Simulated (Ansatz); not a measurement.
**An elastic constant from a strain scan in SiW$_{3}$**

The calculation used Ansatz 0.2.0, DFT r2SCAN, scalar-relativistic, plane waves, PAW. Settings: plane waves to 500 eV, k-mesh 14×14×14 (Γ-centred), Gaussian smearing 0.15 eV. Spin–orbit coupling is left out, which can shift energies with elements as heavy as these. No spin polarisation. Energies are free energies at this smearing, counted from the undisturbed cell; pressure is positive in compression.

Zero of the scan (relaxed at this level; it needn't be the usual structure):

```yaml
crystal:
  lattice:
    - [-2.58915, 2.58915, 2.58915]
    - [2.58915, -2.58915, 2.58915]
    - [2.58915, 2.58915, -2.58915]
  atoms:
    - { symbol: Si, position: [0.00000, 0.00000, 0.00000] }
    - { symbol: W, position: [0.50000, 0.50000, 0.00000] }
    - { symbol: W, position: [0.50000, 0.00000, 0.50000] }
    - { symbol: W, position: [0.00000, 0.50000, 0.50000] }
```

The cell is strained by ε times the Voigt pattern (0, 0, 1, 0, 0, 0) (xx, yy, zz, yz, xz, xy; engineering shear) with fractional coordinates fixed. The cell holds 4 atoms in V0 = 69.43 Å³. The stress column is τ = (1/V0) dE/dε, got from the stress tensor σ (compression positive) at each point as −det(1 + εP) σ : P(1 + εP)⁻¹, with P the pattern as a tensor.

| ε | ΔE (meV/atom) | τ (GPa) |
| --- | --- | --- |
| -0.0600 | 99.863 | -34.278 |
| -0.0450 | 53.058 | -23.605 |
| -0.0300 | 22.312 | -14.474 |
| 0.0000 | 0.000 | -0.033 |
| 0.0150 | 4.649 | 5.600 |
| 0.0300 | 17.735 | 10.375 |
| 0.0450 | 37.973 | 14.420 |
| 0.0600 | ? | ? |

Which combination of elastic constants does this scan measure, and how large is it?

For small ε, τ = τ0 + Kε with K = pᵀCp, which for this pattern is C11 in the cubic axes. The parabola through τ at ε = -0.0300, 0 and 0.0150 has slope K = 411 GPa at zero. The energies per cell, E = NΔE, of the same two points give K = 2[E(ε₊)/ε₊ − E(ε₋)/ε₋]/[(ε₊ − ε₋)V0] = 432 GPa, in agreement.

Predict the withheld row at ε = 0.0600 from the harmonic law, and compare.

ΔE = V0(τ0 ε + Kε²/2)/N = 79.894 meV/atom and τ = 24.62 GPa. The calculation gives 64.261 meV/atom and 17.83 GPa: the energy lies 20 % below the harmonic value, as bonds soften when stretched.

In a metal these slopes depend on the k mesh and the smearing.

Cost: 8 runs of about 3 core-minutes in all, on AMD EPYC 9R45 (Zen 5) (shared hosts).